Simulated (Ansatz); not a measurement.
## Stability of a relaxed cell of SnO₂

Atoms and cell were relaxed at zero pressure (3.6 % in volume from the start). The relaxed cell:

```
Sn O
1.0
     4.76007    0.00000    0.00000
     0.00000    4.76007    0.00000
     0.00000    0.00000    3.20070
Sn O
2 4
Cartesian
  0.0000 0.0000 0.0000
  2.3800 2.3800 1.6004
  1.4562 1.4562 0.0000
  0.9238 3.8362 1.6004
  3.3039 3.3039 0.0000
  3.8362 0.9238 1.6004
```

Space group P4_2/mnm (No. 136); conventional cell a = 4.760 Å, b = 4.760 Å, c = 3.201 Å, α = 90.00°, β = 90.00°, γ = 90.00°.

All energies were calculated with Ansatz 0.2.0 (r2SCAN; 500 eV; 6×6×8 Γ-centred mesh; cold occupations of width 0.080 eV). Spin: none; no U, no spin-orbit coupling.

**Question.** What is its formation energy?

**Answer.** -1.869 eV an atom at 0 K against the elements' lowest computed crystals and the free molecules of gases, with no empirical correction.

**Question.** Does it lie on the convex hull?

**Answer.** Among the phases that we computed and relaxed alike, the lowest mixture with other formulas is 33 % O2 + 67 % SnO (shares of atoms). The cell lies 962 meV an atom below it, so this formula doesn't split. No lower structure of the same formula is in the table beyond the error of 20 meV, so it is stable at this level.

The start was: a database entry at a slightly scaled volume.

Caveats: differences under 20 meV an atom lie within the error of meshes and cutoff; the relaxation keeps the start's symmetry, so a distorted cell may lie lower.
